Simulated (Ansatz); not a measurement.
A distorted cell of La (dhcp type, space group P6_3/mmc):

```yaml
crystal:
  lattice:
    - [3.78465, 0.00000, 0.00000]
    - [-1.89233, 3.27761, 0.00000]
    - [0.00000, 0.00000, 12.02942]
  atoms:
    - { symbol: La, position: [0.00000, 0.00000, 0.00000] }
    - { symbol: La, position: [0.00000, 0.00000, 0.50000] }
    - { symbol: La, position: [0.38642, 0.61358, 0.28981] }
    - { symbol: La, position: [0.66667, 0.33333, 0.75000] }
```

Method: r2SCAN (plane waves to 500 eV, PAW, scalar-relativistic; Ansatz, a program for electronic structure). k mesh 11×11×3 (Γ-centred), Fermi-Dirac smearing 0.05 eV. Energies are smeared free energies. Compression counts positive. With partly filled bands, energies and forces of such displacements shift with the k mesh and the smearing. La is run without spin polarisation. La was relaxed with its symmetry unable to fall. The PAW data are Ansatz's earlier set.

### Question
What forces act on the atoms (eV/Å, Cartesian)?

### Answer
```
atom      Fx      Fy      Fz
----  ------  ------  ------
La1    0.021  -0.012   0.153
La2   -0.032   0.018   0.604
La3   -0.050   0.029  -0.979
La4    0.061  -0.035   0.222
```

### Question
What is the stress tensor (GPa)?

### Answer
```
   -0.2      0.2      0.1
    0.2      0.0      0.0
    0.1      0.0      1.2
```
The pressure, a third of the trace, is 0.3 GPa.

### Question
In it atom 3 sits (0.301, -0.174, 0.479) Å away from its relaxed site. What is its energy relative to the relaxed cell?

### Answer
233 meV/cell.

(For displaced atoms, the force is minus the slope of the energy, and its curvature is a force constant, which sets phonon frequencies.)
